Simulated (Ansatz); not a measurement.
Relaxed-ion elastic tensor of ZrSi$_{2}$ (fluorite, Fm-3m) in GPa (Voigt order), DFT-r²SCAN in the program Ansatz with PAW potentials; density 3.95 g/cm³, 20.65 Å³ per atom.

```
-14.9    133    133    0.0    0.0    0.0
  133  -14.9    133    0.0    0.0    0.0
  133    133  -14.9    0.0    0.0    0.0
  0.0    0.0    0.0  -37.5    0.0    0.0
  0.0    0.0    0.0    0.0  -37.5    0.0
  0.0    0.0    0.0    0.0    0.0  -37.5
```

**Question.** Is the crystal mechanically stable?

**Answer.** No: the smallest eigenvalue of C is -148 GPa.

A made-up cell: these elements were put on the sites of a structure type; neither database checked (COD, Materials Project) lists it. COD files the formula under space group No. 63, so this cell is another polymorph or a model. Its standing as an ambient phase is unchecked. Symmetry was held in the r²SCAN relaxation. At this level the phase is mechanically unstable. No spin polarisation was allowed. As this level gives no gap, shear constants depend on the k-mesh and smearing (Fermi–Dirac, 0.1 eV here).

Potentials: the later of the program's two PAW sets.
